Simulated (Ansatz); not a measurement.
The start is a relaxed Be cell shaken by Gaussian noise of σ = 0.08 Å a coordinate. Cell shape, volume and atoms are optimised at zero target pressure with PBEsol (plane waves to 420 eV, PAW, scalar-relativistic; Ansatz, a first-principles code). First-step values are on the input's coarse k-mesh.

Ansatz input (later rounds restart from its end on a renewed k-mesh):
Ansatz 0.2 input:
```yaml
crystal:
  lattice:
    - [3.9945440561, 0, 0]
    - [0, 3.9945440561, 0]
    - [0, 0, 3.9945440561]
  atoms:
    - { symbol: Be, position: [0.2790829123, -0.0190554841, 0.479551912] }
    - { symbol: Be, position: [0.7146827409, -0.0224493519, 0.5399132317] }
    - { symbol: Be, position: [0.0164958862, 0.4717001877, 0.2509111395] }
    - { symbol: Be, position: [0.0078257834, 0.4606724389, 0.7401907458] }
    - { symbol: Be, position: [0.4808650728, 0.2456388656, -0.0036249905] }
    - { symbol: Be, position: [0.5061324523, 0.7930205678, -0.0144956699] }
    - { symbol: Be, position: [-0.0270117919, -0.0032055683, 0.003160932] }
    - { symbol: Be, position: [0.5213920049, 0.4826432001, 0.4686845259] }
basis: { ecutwfc: 420, ecutrho_ratio: 4, xc_grid: 2, fft_grid_basis: typed }
kpoints: { mp_grid: { grid: [8, 8, 8] } }
hamiltonian:
  xc: pbesol
  dispersion: none
  pseudopotentials: { azcp: { folder: ./paw }, kind: paw }
scf: { occupations: { method: fermi_dirac, width: 0.05 } }
relax: { f_tol: 0.01, max_steps: 100, cell: { stress_tol: 0.02 } }
output: { forces: true, stress: true }
```

Initial pressure: +4.6 GPa (positive: the cell is compressed)
Largest initial force: 3.72 eV/Å, on Be2 (atoms numbered as listed)
Energy released: 0.19 eV/atom
Volume change: +1.9 %, from 7.97 to 8.12 Å³/atom
Relative to the parent: It does not go back: it reaches R-3c (No. 167), 0.06 eV/atom below the parent
Optimiser moves: 10

It ends as:

Space group R-3c, hexagonal axes (No. 167); a = b = 5.981 Å, c = 6.287 Å, α = β = 90.00°, γ = 120.00°

```
atom  site  symmetry       x       y       z
----  ----  --------  ------  ------  ------
Be     18e        .2  0.3055  0.3055  0.2500
Be      6b       -3.  0.0000  0.0000  0.0000
```
(The calculation used a cell of 8 atoms; values per cell refer to that cell.)

Final values are on a 12×12×12 k-mesh of the relaxed cell. No spin polarisation in the result.

The relaxed structure here is a generated cell of Be: the first start was made by placing the elements on the sites of a structure type, and the end was not matched to a known phase here, so it may be hypothetical. Known forms of Be include space group No. 194.
